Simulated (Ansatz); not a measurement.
Consider the following.

TaAl (CsCl type, Pm-3m), a = b = c = 3.208 Å, α = β = γ = 90.00°.

This is the r²SCAN-relaxed structure.

Q: All from plane-wave PAW r²SCAN (Ansatz code), unless another level is named. Estimate the bulk modulus (Birch–Murnaghan fit).

A: 163 GPa.

Q: Next, the elastic constants (relaxed ions, GPa)?

A: C11 = -13.4, C12 = 251, C44 = 38.6.

The start of the workflow was typed in or built on a structure type; neither database checked (COD, Materials Project) lists it. Whether it is the stable phase at ambient conditions was not checked. The cell was relaxed with r²SCAN under the symmetry of its start. At this level the phase is mechanically unstable. No spin polarisation was allowed. As this level gives no gap, shear constants depend on the k-mesh and smearing (Fermi–Dirac, 0.1 eV here). Spin–orbit coupling is left out wherever it is not named.

Potentials: the earlier of the program's two PAW sets.
